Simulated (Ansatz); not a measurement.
SiO₂:
```cif
data_O24Si12
_chemical_formula_sum 'Si12 O24'
_space_group_name_H-M_alt 'P 1'
_space_group_IT_number 1
_cell_length_a 9.30894
_cell_length_b 9.30894
_cell_length_c 9.30894
_cell_angle_alpha 94.288
_cell_angle_beta 94.288
_cell_angle_gamma 94.288
loop_
_space_group_symop_operation_xyz
  'x, y, z'
loop_
_atom_site_label
_atom_site_type_symbol
_atom_site_fract_x
_atom_site_fract_y
_atom_site_fract_z
_atom_site_occupancy
Si1 Si 0.33307 0.10459 0.87577 1
Si2 Si 0.66693 0.89541 0.12423 1
Si3 Si 0.87577 0.33307 0.10459 1
Si4 Si 0.12423 0.66693 0.89541 1
Si5 Si 0.10459 0.87577 0.33307 1
Si6 Si 0.89541 0.12423 0.66693 1
Si7 Si 0.12423 0.89541 0.66693 1
Si8 Si 0.87577 0.10459 0.33307 1
Si9 Si 0.89541 0.66693 0.12423 1
Si10 Si 0.10459 0.33307 0.87577 1
Si11 Si 0.66693 0.12423 0.89541 1
Si12 Si 0.33307 0.87577 0.10459 1
O1 O 0.26273 0.00000 0.73727 1
O2 O 0.73727 0.00000 0.26273 1
O3 O 0.73727 0.26273 0.00000 1
O4 O 0.26273 0.73727 0.00000 1
O5 O 0.00000 0.73727 0.26273 1
O6 O 0.00000 0.26273 0.73727 1
O7 O 0.67940 0.97702 0.97702 1
O8 O 0.32060 0.02298 0.02298 1
O9 O 0.97702 0.67940 0.97702 1
O10 O 0.02298 0.32060 0.02298 1
O11 O 0.97702 0.97702 0.67940 1
O12 O 0.02298 0.02298 0.32060 1
O13 O 0.25100 0.89124 0.25100 1
O14 O 0.74900 0.10876 0.74900 1
O15 O 0.25100 0.25100 0.89124 1
O16 O 0.74900 0.74900 0.10876 1
O17 O 0.89124 0.25100 0.25100 1
O18 O 0.10876 0.74900 0.74900 1
O19 O 0.50000 0.85133 0.14867 1
O20 O 0.50000 0.14867 0.85133 1
O21 O 0.14867 0.50000 0.85133 1
O22 O 0.85133 0.50000 0.14867 1
O23 O 0.85133 0.14867 0.50000 1
O24 O 0.14867 0.85133 0.50000 1
```

Relaxed with PBEsol. DFT-PBEsol in the program Ansatz with PAW potentials gives a gap of 5.82 eV.

Q: What gap does HSE06 give on the same cell (Ansatz, PAW)?

A: 7.50 eV, 1.68 eV more. The hybrid was solved on a coarser mesh and at special points; the gap given is the minimum over both.

```json
[
 {"k": "Γ", "v1 PBEsol": "-0.01", "c1 PBEsol": "5.82", "v1 HSE06": "-0.01", "c1 HSE06": "7.50"},
 {"k": "T", "v1 PBEsol": "0.00", "c1 PBEsol": "7.15", "v1 HSE06": "(withheld)", "c1 HSE06": "(withheld)"},
 {"k": "P0", "v1 PBEsol": "0.00", "c1 PBEsol": "7.08", "v1 HSE06": "(withheld)", "c1 HSE06": "(withheld)"},
 {"k": "L", "v1 PBEsol": "-0.02", "c1 PBEsol": "6.25", "v1 HSE06": "(withheld)", "c1 HSE06": "(withheld)"},
 {"k": "F", "v1 PBEsol": "-0.02", "c1 PBEsol": "6.70", "v1 HSE06": "(withheld)", "c1 HSE06": "(withheld)"}
]
```

Q: Top valence (v1) and lowest conduction level (c1) in eV from each method's valence maximum (which need not be a listed point): supply the withheld HSE06 values.

A: 
- T, v1 HSE06: 0.00
- T, c1 HSE06: 8.91
- L, v1 HSE06: -0.02
- L, c1 HSE06: 7.96
- F, v1 HSE06: -0.02
- F, c1 HSE06: 8.45
- P0, v1 HSE06: -0.01
- P0, c1 HSE06: 8.80

Cost on shared cores: the PBEsol run (SCF on a 3×3×3 mesh, then bands and DOS) around 22 core-minutes (rough), the HSE06 run (SCF on 2×2×2, then a few points) around 30 core-minutes (rough); the tasks are unlike.

Space group R-3m. The workflow started from a Materials Project entry (that database holds measured and hypothetical structures alike); the Crystallography Open Database copy checked does not list it. It is not the phase usual at ambient conditions (space group No. 92, 152, 154). Symmetry was held in the PBEsol relaxation; whether a distortion lowers the energy is not shown.

Potentials: the earlier of the program's two PAW sets. The files were generated under PBE; for other functionals the program regenerates the frozen cores, and for LDA and PBEsol the local potential too.
